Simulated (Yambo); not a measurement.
Absorption of BN (space group P6_3/mmc, No. 194) with and without the electron-hole interaction (Yambo, PBE bands; 12×12×4 mesh, 5 valence and 2 conduction bands, static screening with 23 bands and a 4 Ry block, scissor 1.51 eV, Tamm-Dancoff; field along x). Axes are Cartesian, with cell vectors (Å) (2.51, 0.00, 0.00), (-1.25, 2.17, 0.00), (0.00, 0.00, 6.61).

```csv
E (eV),"Im ε, BSE","Im ε, independent quasiparticles"
4.30,0.69,0.12
4.40,0.83,0.13
4.50,1.02,0.14
4.60,1.29,0.15
4.70,1.68,0.16
4.80,2.29,0.18
4.90,3.29,0.20
5.00,5.10,0.22
5.10,8.75,0.24
5.20,16.5,0.28
5.30,27.4,0.31
5.40,23.5,0.36
5.50,13.3,0.42
5.60,8.38,0.50
5.70,7.12,0.61
5.80,7.89,0.77
5.90,8.77,1.02
6.00,9.34,1.45
6.10,9.00,2.23
6.20,6.85,3.42
6.30,5.30,4.93
6.40,4.46,5.56
6.50,3.70,5.21
6.60,3.31,5.77
6.70,2.69,7.89
6.80,2.13,9.38
6.90,2.01,10.1
7.00,1.80,9.80
7.10,1.38,9.25
7.20,1.15,8.87
7.30,1.03,8.73
7.40,0.98,9.55
7.50,1.03,10.7
7.60,0.99,10.3
7.70,1.00,8.06
7.80,0.93,5.85
7.90,1.00,4.81
8.00,1.05,4.93
8.10,1.03,4.39
8.20,0.83,3.77
8.30,0.66,3.68
8.40,0.61,3.69
8.50,0.52,3.71
8.60,0.48,3.38
8.70,0.44,2.83
8.80,0.49,2.40
8.90,0.68,1.99
9.00,0.78,1.56
9.10,0.67,1.37
9.20,0.56,1.28
9.30,0.46,1.39
9.40,0.44,1.67
9.50,0.39,2.02
9.60,0.39,2.02
9.70,0.34,1.82
9.80,0.31,1.44
9.90,0.34,1.34
10.00,0.35,1.25
10.10,0.33,1.12
10.20,0.35,0.95
10.30,0.29,0.88
10.40,0.28,0.92
10.50,0.32,0.90
10.60,0.32,0.78
10.70,0.32,0.65
10.80,0.37,0.65
10.90,0.31,0.74
11.00,0.27,0.73
11.10,0.30,0.73
11.20,0.32,0.78
```

The scissor comes from a G0W0 run whose convergence isn't established. Broadening 0.15 eV. The band window holds all transitions up to 11.4 eV. Fine structure above the onset can come from the mesh.

Geometry relaxed with PBE+D3(BJ); primitive cell a = b = 2.5054 Å, c = 6.6103 Å, α = β = 90.00°, γ = 120.00°.
